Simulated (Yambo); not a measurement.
Material: SrCl2 (fluorite, space group Fm-3m, No. 225) under isotropic strain of +2 % on all lattice vectors; a = b = c = 4.9810 Å, α = β = γ = 60.00° (3 atoms in the cell). The PBEsol cell relaxed from Materials Project entry mp-23209 was given an isotropic strain of +2 % on all lattice vectors, and the atoms were relaxed again.

With norm-conserving PBEsol (Quantum ESPRESSO, 68 Ry, without SOC), the gap between the mesh's edge points (X → Γ) is 5.038 eV.

Question: What does a G0W0 run in Yambo give for it (4×4×4 Γ-centred k mesh, 152 bands and a 8 Ry block in the screening, 152 bands in G with the Bruneval-Gonze terminator, plasmon pole fitted at 27.2 eV)?

Answer: The correction is 2.501 eV, giving 7.539 eV, 1.5 times the PBEsol value.  Convergence of the G0W0 settings was not tested.
